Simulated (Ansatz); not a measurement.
**Li3SeBr at -0.9 GPa (stress–strain coefficients): relaxed-ion elastic tensor**

The calculation used DFT PBE, scalar-relativistic, plane waves, PAW in Ansatz. Cutoff 420 eV, 6×6×6 k-points (Γ-centred), fixed occupations. No spin polarisation.

The cell is fixed (symmetry leaves no force on the atoms) and stands under -0.9 GPa:
```yaml
crystal:
  lattice:
    - [4.91380, 0.00000, 0.00000]
    - [0.00000, 4.91380, 0.00000]
    - [0.00000, 0.00000, 4.91380]
  atoms:
    - { symbol: Br, position: [0.00000, 0.00000, 0.00000] }
    - { symbol: Se, position: [0.50000, 0.50000, 0.50000] }
    - { symbol: Li, position: [0.50000, 0.50000, 0.00000] }
    - { symbol: Li, position: [0.50000, 0.00000, 0.50000] }
    - { symbol: Li, position: [0.00000, 0.50000, 0.50000] }
```

The cell is the ideal cubic antiperovskite prototype; whether it is the stable structure of this composition wasn't checked.

(1) Give the relaxed-ion elastic constants (GPa, Voigt order xx yy zz yz xz xy, on the axes of the cell above).

(2) Is the crystal stable against homogeneous strain?

(3) And the moduli of a polycrystal (Hill averages)?

Results:

(1)
```
44.3  7.5  7.5  0.0  0.0  0.0
 7.5 44.3  7.5  0.0  0.0  0.0
 7.5  7.5 44.3  0.0  0.0  0.0
 0.0  0.0  0.0  9.6  0.0  0.0
 0.0  0.0  0.0  0.0  9.6  0.0
 0.0  0.0  0.0  0.0  0.0  9.6
```

(2) Yes: the least eigenvalue of the tensor is 9.6 GPa.

(3) B = 20 GPa, G = 12 GPa, E = 31 GPa, ν = 0.24.